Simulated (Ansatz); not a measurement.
## Notes on Y2AlB2

```
B Y Al
1.0
     0.00000    0.00000    3.78417
     4.04719   -2.68536    1.89209
     4.04719    2.68536   -1.89209
B Y Al
2 2 1
Cartesian
  4.0472 -1.1289 3.7842
  4.0472 1.1289 0.0000
  5.7588 0.0000 1.8921
  2.3356 0.0000 1.8921
  0.0000 0.0000 0.0000
```

Method: r2SCAN, no spin polarisation; PAW, plane waves to 500 eV, 8×8×8 Γ-centred mesh, fermi-dirac occupations (width 0.1 eV) (Ansatz 0.2.0), atoms fixed.

**Electronic structure.** It is a metal, with about 2.4 states/eV a cell as the mean within 0.25 eV of the Fermi level, mostly Y d (49 %) and B p (37 %).
**Stress.** The pressure is -0.5 GPa (compression positive), so with the atoms held at these fractions the cell is close to zero pressure; the forces are large, so a full relaxation may end otherwise. The principal stresses -5.7, -1.1, 5.3 GPa differ, so its shape would change too.
**Forces.** The largest is on Y3 (and as large on other atoms): 0.88 eV/Å, components (-0.88, 0.00, 0.00). It makes 52° with the line to a nearest neighbour, B1 at 2.79 Å.
**Contacts.** B–B at 2.26 Å: least valence density 0.38 e/Å³ and ELF 0.75 there. Y–B at 2.79 Å: least valence density 0.20 e/Å³ and ELF 0.17 there. B–Al at 2.45 Å is left out, since its least density falls inside a PAW sphere. These are pseudo-fields; inside the PAW spheres they differ from the all-electron ones.
**Charges.** Bader charges in e: Y +1.56, Al +0.69, B -1.91. In the mean Y gives up most and B takes most.

Origin: a known structure type with other elements, at an estimated volume, so it need not be a known compound.
